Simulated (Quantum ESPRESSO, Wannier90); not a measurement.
# Wannier functions of ScS (rock salt)

Materials Project entry mp-1476; symmetrised, unrelaxed at this level. COD (Crystallography Open Database) has an entry of this formula and space group (matched by these alone). Level: PBEsol, no spin polarisation, no spin-orbit coupling; pw.x of Quantum ESPRESSO at 63 Ry with PseudoDojo potentials, 10×10×10 k-points, Wannier90. Density: 10×10×10 mesh, cold smearing 0.01 Ry.

Input w.win:

```
num_bands = 17
num_wann = 8
exclude_bands = 1-5
num_iter = 0
conv_tol = 1.0e-6
conv_window = 4
dis_num_iter = 1000
dis_conv_tol = 1.0e-6
dis_froz_max = 13.51
write_hr = true
write_u_matrices = true
begin projections
Sc: d
S: p
end projections
begin unit_cell_cart
ang
    0.0000000000    2.6087850000    2.6087850000
    2.6087850000    0.0000000000    2.6087850000
    2.6087850000    2.6087850000    0.0000000000
end unit_cell_cart
begin atoms_frac
Sc   0.5000000000  0.5000000000  0.5000000000
S    0.0000000000  0.0000000000  0.0000000000
end atoms_frac
mp_grid = 10 10 10
begin kpoints
0.0000000000 0.0000000000 0.0000000000
0.0000000000 0.0000000000 0.1000000000
0.0000000000 0.0000000000 0.2000000000
... (997 more lines: the 10x10x10 mesh through Gamma)
end kpoints
```

On the energy scale of pw.x, whose zero is arbitrary, the Fermi level lies at 12.01 eV. Lines of w_hr.dat (R1 R2 R3 m n Re Im, eV) for R = 0 and one of the shortest lattice vectors, rounded to 0.01 eV, lines under 0.02 eV left out; orbitals in order: Sc1 dz2, Sc1 dxz, Sc1 dyz, Sc1 dx2-y2, Sc1 dxy, S2 pz, S2 px, S2 py.

```
    0    0    0    1    1    13.51     0.00
    0    0    0    2    2    12.64     0.00
    0    0    0    6    2    -0.04     0.00
    0    0    0    7    2    -0.04     0.00
    0    0    0    3    3    12.64     0.00
    0    0    0    6    3    -0.04     0.00
    0    0    0    8    3    -0.04     0.00
    0    0    0    4    4    13.51     0.00
    0    0    0    5    5    12.64     0.00
    0    0    0    7    5    -0.04     0.00
    0    0    0    8    5    -0.04     0.00
    0    0    0    2    6    -0.04     0.00
    0    0    0    3    6    -0.04     0.00
    0    0    0    6    6     7.94     0.00
    0    0    0    2    7    -0.04     0.00
    0    0    0    5    7    -0.04     0.00
    0    0    0    7    7     7.94     0.00
    0    0    0    3    8    -0.04     0.00
    0    0    0    5    8    -0.04     0.00
    0    0    0    8    8     7.94     0.00
   -1    0    0    1    1    -0.18     0.00
   -1    0    0    3    1    -0.04     0.00
   -1    0    0    4    1    -0.10     0.00
   -1    0    0    7    1     0.79     0.00
   -1    0    0    2    2     0.13     0.00
   -1    0    0    5    2     0.10     0.00
   -1    0    0    6    2     0.83     0.00
   -1    0    0    1    3    -0.04     0.00
   -1    0    0    3    3    -0.47     0.00
   -1    0    0    4    3     0.06     0.00
   -1    0    0    1    4    -0.10     0.00
   -1    0    0    3    4     0.06     0.00
   -1    0    0    4    4    -0.06     0.00
   -1    0    0    7    4    -1.36     0.00
   -1    0    0    2    5     0.10     0.00
   -1    0    0    5    5     0.13     0.00
   -1    0    0    8    5     0.83     0.00
   -1    0    0    6    6     0.20     0.00
   -1    0    0    8    6     0.36     0.00
   -1    0    0    7    7    -0.06     0.00
   -1    0    0    6    8     0.36     0.00
   -1    0    0    8    8     0.20     0.00
```
